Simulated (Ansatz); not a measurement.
PbSe (rock salt)

```cif
data_PbSe
_chemical_formula_sum 'Se1 Pb1'
_space_group_name_H-M_alt 'P 1'
_space_group_IT_number 1
_cell_length_a 4.39662
_cell_length_b 4.39662
_cell_length_c 4.39662
_cell_angle_alpha 60.000
_cell_angle_beta 60.000
_cell_angle_gamma 60.000
loop_
_space_group_symop_operation_xyz
  'x, y, z'
loop_
_atom_site_label
_atom_site_type_symbol
_atom_site_fract_x
_atom_site_fract_y
_atom_site_fract_z
_atom_site_occupancy
Se1 Se 0.00000 0.00000 0.00000 1
Pb1 Pb 0.50000 0.50000 0.50000 1
```

Equation-of-state scan: isotropic scaling of the cell above, V₀ being its volume. Symmetry pins the atoms to their sites.

Method: PBE (plane waves to 420 eV, PAW, scalar-relativistic; Ansatz, a program for electronic structure). k mesh 9×9×9 (Γ-centred), Fermi-Dirac smearing 0.05 eV. The energy includes the smearing's −TS. PbSe was relaxed with its symmetry unable to fall. Spin-orbit coupling is left out, though Pb is heavy. ΔE is measured from the relaxed starting cell.

| V (Å³/atom) | ΔE (meV/atom) |
|---|---|
| 27.043 | 52.6 |
| 27.644 | 32.3 |
| 28.245 | 17.5 |
| 28.846 | 7.5 |
| 29.447 | 1.8 |
| 30.048 | 0.0 |
| 30.649 | 1.7 |
| 31.250 | 6.6 |
| 31.851 | 14.2 |
| 32.451 | 24.4 |
| 33.052 | 36.9 |

Problem. What is the fitted pressure derivative B₀′?

Solution. 4.4.

Problem. What bulk modulus B₀ follows from a third-order Birch-Murnaghan fit?

Solution. 46.5 GPa. Check by three points about V = 30.048 Å³/atom, step 0.601: d²E/dV² ≈ (1.8 − 2·0.0 + 1.7) meV / 0.601² = 0.00969 eV/Å⁶, and V·d²E/dV² × 160.2 = 46.7 GPa.

(Under strain, the slope of the energy per volume gives the stress and its curvature an elastic modulus.)
